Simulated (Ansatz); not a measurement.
Put In5O in R-3m (No. 166): In on 9e and 6c; O on 3b.

Computed with Ansatz 0.2.0, DFT PBE, scalar-relativistic, plane waves, PAW. Cutoff 420 eV, Γ-centred mesh, Gaussian smearing, no spin polarisation.

Formation energies are uncorrected and refer to the elements' standard structures at the same level (O₂ as a molecule).

Question: Give the relaxed lattice parameters and positions.

Answer:

Space group R-3m:H (No. 166). a = 6.797 Å, b = 6.797 Å, c = 10.899 Å, α = 90.00°, β = 90.00°, γ = 120.00°
```tsv
atom	site	symmetry	x	y	z
In	9e	.2/m	0.5000	0.5000	0.0000
In	6c	3m	0.3333	0.6667	0.5385
O	3b	-3m	0.3333	0.6667	0.1667
```

Around In on a site of symmetry 2/m lie 2 O at 2.67 Å, 2 In at 2.97 Å and 4 In at 3.40 Å; around In on a site of symmetry 3m lie 1 In at 2.79 Å and 3 In at 2.97 Å; O has 6 In at 2.67 Å. Another local minimum with the same sites may exist.

Question: Where does its energy lie, and is it a metal?

Answer: The energy over the elements is −0.08 eV/atom. The gap on the 6×6×6 mesh of the 6-atom cell is 0 eV (a metal). It lies below the elements, which doesn't yet make it stable against other compounds or structures.

The last run used Gaussian smearing of 0.10 eV. Symmetry constrained the relaxation, so the result can be a saddle point.
